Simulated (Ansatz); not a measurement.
Ba$_{3}$In$_{2}$O$_{5}$F$_{2}$ in space group I4/mmm (No. 139; Pearson symbol tI24) at seven volumes, DFT-r²SCAN in the program Ansatz with PAW potentials, shape and atoms relaxed at each. One row is withheld.

```json
[
 {"V (Å³/atom)": "15.202", "P (GPa)": "11.53"},
 {"V (Å³/atom)": "15.703", "P (GPa)": "6.97"},
 {"V (Å³/atom)": "16.204", "P (GPa)": "3.17"},
 {"V (Å³/atom)": "16.705", "P (GPa)": "0.00"},
 {"V (Å³/atom)": "17.206", "P (GPa)": "-2.62"},
 {"V (Å³/atom)": "17.707", "P (GPa)": "?"},
 {"V (Å³/atom)": "18.208", "P (GPa)": "-6.29"}
]
```

Problem. Fit the shown pressures and predict the withheld one.

Solution. P = (3/2)B₀(x^(7/2) − x^(5/2))[1 + (3/4)(B′ − 4)(x − 1)] with x = (V₀/V)^(2/3). Least squares on the six rows gives V₀ = 16.707 Å³/atom, B₀ = 93.8 GPa, B′ = 5.66. At V = 17.707, x = 0.9620 and P = -4.62 GPa. The run itself gave -4.73 GPa.

The workflow started from a Materials Project entry (that database holds measured and hypothetical structures alike); the Crystallography Open Database copy checked does not list it. Whether it is the stable phase at ambient conditions was not checked. The cell was relaxed with r²SCAN under the symmetry of its start; its stability against distortions is not shown here. Scalar-relativistic: spin–orbit coupling is off unless named, which matters more the heavier the elements.

Potentials: the later of the program's two PAW sets.
